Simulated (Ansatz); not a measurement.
Level of theory: DFT PBE, scalar-relativistic, plane waves, PAW in Ansatz. All cells share a 420 eV cutoff and Γ-centred k meshes spaced at most about 0.3 Å⁻¹ (about 0.25 or finer for metals, 2π included). No spin polarisation in the final relaxations.

These are static total energies at zero pressure.

Two forms of Be3CdS2 were relaxed alike.

A.

```xyz
6
Lattice="5.7068 0.0000 0.0000 -2.8534 4.9422 0.0000 0.0000 0.0000 3.0600" Properties=species:S:1:pos:R:3 pbc="T T T"
Be    2.8534    0.0000    1.5300
Be    1.4267    2.4711    1.5300
Be   -1.4267    2.4711    1.5300
Cd    0.0000    0.0000    0.0000
S     0.0000    3.2948    0.0000
S     2.8534    1.6474    0.0000
```

B.

```xyz
6
Lattice="2.7762 -5.3754 0.0000 2.7762 5.3754 0.0000 0.0000 0.0000 3.2164" Properties=species:S:1:pos:R:3 pbc="T T T"
Be    2.7762    3.4396    1.6082
Be    2.7762   -3.4396    1.6082
Be    2.7762    0.0000    0.0000
Cd    0.0000    0.0000    0.0000
S     2.7762   -1.4515    1.6082
S     2.7762    1.4515    1.6082
```

Question: Which form is favoured at zero pressure, and by what margin per atom?

Answer: B is lower, by 115 meV/atom. A has space group P6/mmm (No. 191), 14.4 Å³/atom and no gap on its mesh; B has space group Cmmm (No. 65), 16.0 Å³/atom and no gap. Counting S atoms around Be and Cd (those within 1.25 times the shortest such distance or 1.15 times the sum of covalent radii; a plus sign parts nearer from farther groups; the shortest distance is added where it is long for a bond; a slash parts the counts of unlike sites), A has Be 4, Cd 6 from 3.3 Å and B has Be 1/4, Cd 8+4 from 3.5 Å. The lower one is the more open, so pressure narrows the difference. Even the lower one lies +0.05 eV/atom against the reference forms of the elements (uncorrected), so neither is stable at this level. Both come from invented guesses. A third cell relaxed alike, in P2_12_12, lies 0.36 eV/atom below the lower of the two.

Cells relaxed within their symmetry can be saddle points.
